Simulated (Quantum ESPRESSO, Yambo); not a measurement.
GaN (zinc blende, space group F-43m, No. 216) under isotropic strain (on all lattice vectors), counted from the cell relaxed with PBEsol, atoms relaxed at each step. PBEsol (pw.x of Quantum ESPRESSO, ONCV potentials, no spin-orbit coupling); G0W0 in Yambo (6×6×6 Γ-centred k mesh, 90 bands and a 14 Ry block in the screening, 90 bands in G with the Bruneval-Gonze terminator, plasmon pole fitted at 27.2 eV).

```csv
strain s (%),PBEsol direct gap at Γ (eV),G0W0 direct gap at Γ (eV)
-3,2.329,3.012
-1.5,2.031,2.681
-0.7,1.874,2.500
0,1.737,2.337
+1,1.544,2.109
+2,?,?
```

Problem. Fit a parabola in s to each column by least squares and predict the withheld row.

Solution. PBEsol: E = 1.737 − 0.1943 s + 0.0010 s² (largest residual 0 meV), giving 1.353 eV at s = +2; the run gave 1.354 eV, a miss of 1 meV. G0W0: E = 2.339 − 0.2296 s − 0.0017 s² (largest residual 3 meV), giving 1.873 eV at s = +2; the run gave 1.882 eV, a miss of 9 meV. The withheld row lies outside the fitted range, so this is an extrapolation. The GW settings are held fixed; their convergence isn't established. Spin-orbit splittings are left out.

The standard potential for Ga keeps a d shell in the valence without the s and p states of that shell. In tests on such compounds this moved G0W0 gaps by up to about 0.9 eV, so absolute quasiparticle energies here are unreliable; differences between settings are what counts.

This is not the ordinary phase of the substance; no match was found in the copy of COD used, and its stability was not checked.
